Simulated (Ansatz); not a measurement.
Here is the system:

IrC:
```xyz
2
Lattice="0.0000 2.1900 2.1900 2.1900 0.0000 2.1900 2.1900 2.1900 0.0000" Properties=species:S:1:pos:R:3 pbc="T T T"
Ir     0.0000     0.0000     0.0000
C      2.1900     2.1900     2.1900
```

This is the r²SCAN-relaxed structure.

**Question.** All from r²SCAN in the plane-wave PAW code Ansatz, unless another level is named. Predict the bulk modulus (Birch–Murnaghan fit).

**Answer.** 3300 kbar.

**Question.** And the elastic constants (relaxed ions, GPa)?

**Answer.** C11 = 459, C12 = 268, C44 = -84.0.

Space group Fm-3m (rock salt). The start of the workflow was typed in or built on a structure type; neither database checked (COD, Materials Project) lists it. Its standing as an ambient phase is unchecked. The r²SCAN relaxation kept the symmetry of its start. At this level the phase is mechanically unstable. The run is not spin-polarised. Its formation energy is positive at this level, so the cell may be metastable or incomplete. As this level gives no gap, shear constants depend on the k-mesh and smearing (Fermi–Dirac, 0.1 eV here). Spin–orbit coupling is left out wherever it is not named.

Potentials: the earlier of the program's two PAW sets. The files were generated under PBE; for other functionals the program regenerates the frozen cores, and for LDA and PBEsol the local potential too.
